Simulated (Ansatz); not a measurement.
Ta (diamond, space group No. 227) under volume change, PBE in the plane-wave PAW code Ansatz, scaled uniformly.

```json
[
 {"V (Å³/atom)": "25.855", "E − E(relaxed) (meV/atom)": "?", "P (GPa)": "?"},
 {"V (Å³/atom)": "26.707", "E − E(relaxed) (meV/atom)": "?", "P (GPa)": "?"},
 {"V (Å³/atom)": "27.560", "E − E(relaxed) (meV/atom)": "5.8", "P (GPa)": "2.24"},
 {"V (Å³/atom)": "28.412", "E − E(relaxed) (meV/atom)": "0.0", "P (GPa)": "0.00"},
 {"V (Å³/atom)": "29.265", "E − E(relaxed) (meV/atom)": "5.4", "P (GPa)": "-1.99"},
 {"V (Å³/atom)": "30.117", "E − E(relaxed) (meV/atom)": "20.7", "P (GPa)": "-3.74"},
 {"V (Å³/atom)": "30.969", "E − E(relaxed) (meV/atom)": "44.8", "P (GPa)": "-5.28"}
]
```

Problem. Fill in the missing entries.

Solution. 
- 26.707, E − E(relaxed) (meV/atom): 24.4
- 26.707, P (GPa): 4.78
- 25.855, E − E(relaxed) (meV/atom): 57.4
- 25.855, P (GPa): 7.70

Problem. What does a third-order Birch–Murnaghan fit give for V₀, B₀ and B′?

Solution. V₀ = 28.41 Å³/atom, B₀ = 70.3 GPa, B′ = 3.2.

Space group Fd-3m (diamond). The start of the workflow was typed in or built on a structure type; neither database checked (COD, Materials Project) lists it. It is not the phase usual at ambient conditions (space group No. 229). The PBE relaxation kept the symmetry of its start; its stability against distortions is not shown here. The run is not spin-polarised. Scalar-relativistic: spin–orbit coupling is off unless named, which matters more the heavier the elements.

Potentials: the later of the program's two PAW sets.
